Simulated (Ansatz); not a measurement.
Ba₃In₂Cl₂O₅: reading a single point

```
CELL_PARAMETERS angstrom
0.00000 4.27314 0.00000
4.27314 0.00000 0.00000
2.13657 2.13657 -12.57409
ATOMIC_POSITIONS crystal
Ba 0.50000 0.50000 0.00000
Ba 0.33860 0.33860 0.32280
Ba 0.66140 0.66140 0.67720
In 0.08220 0.08220 0.83560
In 0.91780 0.91780 0.16440
Cl 0.20530 0.20530 0.58940
Cl 0.79470 0.79470 0.41060
O 0.59400 0.09400 0.81200
O 0.09400 0.59400 0.81200
O 0.40600 0.90600 0.18800
O 0.90600 0.40600 0.18800
O 0.00000 0.00000 0.00000
```

The numbers come from plane-wave PAW DFT (Ansatz): r2SCAN, no spin polarisation, 500 eV, 6×6×6 Γ-centred k points, methfessel-paxton occupations (width 0.0135 eV). Nothing was relaxed.

(1) Is there a gap, and of what kind?

(2) Which atom feels the largest force, and which way?

(3) Is it stable against the elements?

(4) What is the character of the valence top and the conduction bottom?

Origin: a database entry at a rescaled volume.

Results:

(1) The gap is 2.12 eV, indirect (the least direct gap found is 2.85 eV).

(2) The largest is on In4 (and as large on other atoms): 0.18 eV/Å, components (0.00, 0.00, 0.18). It makes 180° with the line to a nearest neighbour, O12 at 2.07 Å, pointing away from it.

(3) -2.52 eV an atom against the elements' usual phases (free molecules for gases, crystals otherwise, with no correction for O₂ or N₂), so it is bound against them; other compounds may still compete. Relaxing would lower it.

(4) Within 0.7 eV of the edges, the states project mainly on O p (93 %) below the gap and on In s (49 %), O s (17 %) and Ba s (12 %) above it.
